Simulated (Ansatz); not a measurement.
AlNi:
```xyz
2
Lattice="2.8321 0.0000 0.0000 0.0000 2.8321 0.0000 0.0000 0.0000 2.8336" Properties=species:S:1:pos:R:3 pbc="T T T"
Al     0.0000     0.0000     0.0000
Ni     1.4161     1.4161     1.4168
```

Relaxed with LDA. Special points in fractions of this cell's reciprocal vectors: Γ (0.000, 0.000, 0.000); X (0.000, 0.500, 0.000); M (0.500, 0.500, 0.000); Z (0.000, 0.000, 0.500); R (0.000, 0.500, 0.500); A (0.500, 0.500, 0.500).

Task: List the band energies nearest the Fermi level at these points for LDA in the plane-wave PAW code Ansatz.

Result: In eV from the Fermi level; about four levels below and three above (degenerate sets whole), none deeper than 8.9 eV; points with the same levels are listed once.

| k | below | above |
|---|---|---|
| Γ | -3.48 -3.48 -1.64 -1.64 -1.63 | 5.68 5.70 5.70 |
| X | -2.40 -2.39 -1.54 -0.66 | 8.38 10.18 10.20 |
| M | -2.96 -2.96 -2.22 -2.22 -1.06 | 1.55 2.77 12.70 |
| Z | -2.39 -2.39 -1.54 -0.66 | 8.38 10.20 10.20 |
| R | -2.96 -2.96 -2.22 -2.22 -1.06 | 1.54 2.76 12.71 |
| A | -4.34 -4.34 -4.34 -1.03 -1.03 | 1.97 1.98 1.98 |

Space group Pm-3m (CsCl type). The cell was relaxed with LDA under the symmetry of its start; of distortions, only those at the zone centre were tested. No spin polarisation was allowed. Point labels and valley counts follow the cell and symmetry of the run, lower than the named group.

Potentials: the later of the program's two PAW sets.
